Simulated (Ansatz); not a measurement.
Computed with Ansatz, DFT PBE, scalar-relativistic, plane waves, PAW. All cells share a 420 eV cutoff and Γ-centred k meshes spaced at most about 0.3 Å⁻¹ (about 0.25 or finer for metals, 2π included). Collinear spin in cells that started with moments and kept them past the coarse steps, no spin elsewhere.

All energies are static (0 K, no zero-point motion). All come from trial cells, and lower structures may exist.

Problem. Which of these relaxed structures of Bi3Mo is the lowest in energy?
A.

```xyz
4
Lattice="4.8106 0.0000 0.0000 0.0000 4.8106 0.0000 0.0000 0.0000 4.8106" Properties=species:S:1:pos:R:3 pbc="T T T"
Bi    0.0000    2.4053    2.4053
Bi    2.4053    0.0000    2.4053
Bi    2.4053    2.4053    0.0000
Mo    0.0000    0.0000    0.0000
```

B.

```xyz
4
Lattice="-3.1219 3.1219 3.1219 3.1219 -3.1219 3.1219 3.1219 3.1219 -3.1219" Properties=species:S:1:pos:R:3 pbc="T T T"
Bi    3.1219    0.0000    0.0000
Bi    0.0000    3.1219    0.0000
Bi    0.0000    0.0000    3.1219
Mo    0.0000    0.0000    0.0000
```

Solution. A. It has the Cu3Au (L1_2) type, space group Pm-3m (No. 221); the next, B, with space group Im-3m (No. 229), lies 52 meV/atom higher. Largest moments: A 3.1 μB, B 2.7 μB. Counting all near atoms (those within 1.25 times the shortest distance at each site), the lowest has Bi 12, Mo 12 and the next has Bi 6, Mo 6. Even the lowest lies +0.73 eV/atom against the elements.

These runs have no spin–orbit coupling, which can matter for Bi. Another magnetic order may lie lower. Cells relaxed within their symmetry can be saddle points. Some types were kept out of the candidates beforehand, so the set may lack a known form.
